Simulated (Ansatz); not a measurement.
**Vibrations of KLuS2 (R-3m) by finite displacements**

```xyz
4
Lattice="1.9550 1.1287 7.2324 -1.9550 1.1287 7.2324 0.0000 -2.2575 7.2324" Properties=species:S:1:pos:R:3 pbc="T T T"
K     0.0000    0.0000    0.0000
Lu    0.0000    0.0000   10.8487
S     0.0000    0.0000    5.0645
S     0.0000    0.0000   16.6328
```

Conventional cell: a = 3.910 Å, b = 3.910 Å, c = 21.697 Å, α = 90.00°, β = 90.00°, γ = 120.00°. K (atom 1) is surrounded by 6 S at 3.13 Å. Lu (atom 2) is surrounded by 6 S at 2.68 Å. S (atom 3) is surrounded by 3 Lu at 2.68 Å.

Level of theory, where no other is named: PBEsol, all-electron LAPW in Ansatz 0.2.0, scalar-relativistic. k mesh 6×6×6, fixed occupations, basis error target 1 meV/atom. The cell was relaxed by PAW under this functional.

Atoms are displaced by 0.01 Å in the primitive cell, which gives the zone-centre modes alone. Negative values stand for unstable modes. The zone centre has no LO-TO term.

(1) Is the structure dynamically stable at these wave vectors?

(2) How do the optical zone-centre modes decompose, and which are active?

(3) How well do frozen-core PAW files reproduce these all-electron values?

(4) The cell is scaled evenly to 93.845 and 97.675 Å³ (from 95.760), with free atoms relaxed and the shape held, so these aren't the values under hydrostatic pressure. What are the mode Grüneisen parameters γ = −d ln ω/d ln V?

(5) Linear response on PAW files adds the field. What are the dielectric tensor, the Born charges and the LO shift?

## Answers

(1) Yes, no mode is unstable there; wave vectors off this mesh aren't tested.

(2) Point group -3m: Γ_opt = 2Eu + 2A2u + Eg + A1g.

```csv
label,THz,activity,mostly
Eu,2.99,IR,K (78 %)
A2u,4.93,IR,K (86 %)
Eu,5.49,IR,S (76 %)
Eg,6.58,Raman,S (100 %)
A2u,7.27,IR,S (73 %)
A1g,8.41,Raman,S (100 %)
```

(3) With a cutoff of 420 eV and displacements of 0.0025 Å, the r.m.s. difference over the modes is 0.0 cm⁻¹; the largest difference is 242.6 (PAW) against 242.5 cm⁻¹ (LAPW).

(4) For the highest mode, 286.2 cm⁻¹ in the small cell and 275.1 in the large one give γ ≈ 0.99. From the change of the dynamical matrix on each mode:

```tsv
point	cm⁻¹	γ
Gamma	99.7	2.39
Gamma	164.3	2.60
Gamma	183.2	1.81
Gamma	219.4	1.10
Gamma	242.5	1.14
Gamma	280.6	0.98
```

(5) ε∞ = (5.62, 5.62, 4.22) along x, y, z with local fields. Born charges (xx, yy, zz): K1 (1.01, 1.01, 1.78); Lu2 (4.24, 4.24, 1.74); S3 (-2.62, -2.62, -1.76); S4 (-2.62, -2.62, -1.76). For q along x the macroscopic field gives longitudinal modes at 100.2 (from 99.8), 290.8 (from 183.2) cm⁻¹. For q along z the macroscopic field gives longitudinal modes at 181.8 (from 164.3), 297.1 (from 242.6) cm⁻¹. Without the field the optical modes lie at 99.8 (Eu), 164.3 (A2u), 183.2 (Eu), 219.4 (Eg), 242.6 (A2u), 280.6 (A1g) cm⁻¹. With the ions free to follow the field, the program's ε₀ is (14.27, 14.27, 7.75).

Known limits: zone-boundary modes aren't tested; the frozen-core PAW files of the compared runs were fitted under PBE, their cores solved anew for this functional; field response not resolved by the mesh; semilocal gaps are low, and ε∞ tends to come out large.
